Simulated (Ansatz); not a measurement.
Here is the system:

Starting cell, ZnAg (CsCl type):

```
CELL_PARAMETERS angstrom
      6.15371     0.00000     0.00000
      0.00000     3.07686     0.00000
      0.00000     0.00000     3.07686
ATOMIC_POSITIONS crystal
  Zn 0.25000 0.50000 0.50000
  Zn 0.75000 0.50000 0.50000
  Ag 0.00000 0.00000 0.00000
  Ag 0.50000 0.00000 0.00000
```

The atoms are displaced by Q × the pattern below (from a DFPT mode at X = (0.5, 0.0, 0.0), largest move 1; Q in Å), at fixed cell. (q is in reciprocal vectors of the primitive cell; the cell shown is doubled to hold the pattern.)

```
atom       x      y      z
----  ------  -----  -----
Ag3   -1.000  0.000  0.000
Ag4    1.000  0.000  0.000
```

Atoms not listed stay in place.

Method: LDA (plane waves to 420 eV, PAW, scalar-relativistic; Ansatz, an electronic-structure program). k mesh 8×15×15 (Γ-centred), Fermi-Dirac smearing 0.05 eV. The energy includes the smearing's −TS. With partly filled bands, energies and forces of such displacements shift with the k mesh and the smearing. ZnAg was relaxed with its symmetry unable to fall. ΔE is measured from the undisplaced structure.

The scan covers Q from -0.100 to 0.100 Å in 13 points.

### Question
Which space group does the distorted structure have?

### Answer
P4/mmm (No. 123), lowered from Pm-3m.

### Question
What is the energy change at Q = 0.100 Å?

### Answer
73 meV/cell.

### Question
What harmonic wavenumber does the curvature at Q = 0 give?

### Answer
133 cm⁻¹.

(A displaced cell: forces are minus the slopes of the energy, force constants its curvatures, and phonons follow from these.)
